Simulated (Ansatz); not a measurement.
TiSi:
```
TiSi
1.0
    3.11326     0.00000     0.00000
    0.00000     3.11326     0.00000
    0.00000     0.00000     3.11326
Ti Si
1 1
Cartesian
  0.00000   0.00000   0.00000
  1.55663   1.55663   1.55663
```

Relaxed with PBE. Special points in fractions of this cell's reciprocal vectors: Γ (0.000, 0.000, 0.000); X (0.000, 0.500, 0.000); M (0.500, 0.500, 0.000); R (0.500, 0.500, 0.500).

### Question
List the band energies nearest the Fermi level at these points for PBE in the plane-wave PAW code Ansatz.

### Answer
In eV from the Fermi level; about four levels below and three above (degenerate sets whole), none deeper than 8.9 eV; points with the same levels are listed once.

```tsv
k	below	above
Γ	-1.54 -1.54	2.02 2.02 2.02
X	-6.20 -0.48 -0.36 -0.36	2.28 3.19 6.07
M	-7.42 -3.43 -3.43 -1.51	0.77 0.77 3.08
R	-4.24 -4.24 -4.24 -3.56	2.93 2.93 2.93
```

Space group Pm-3m (CsCl type). A made-up cell: these elements were put on the sites of a structure type; neither database checked (COD, Materials Project) lists it. COD files the formula under space group No. 25, so this cell is another polymorph or a model. Its standing as an ambient phase is unchecked. The cell was relaxed with PBE under the symmetry of its start; its stability against distortions is not shown here. The run is not spin-polarised.

Potentials: the earlier of the program's two PAW sets.
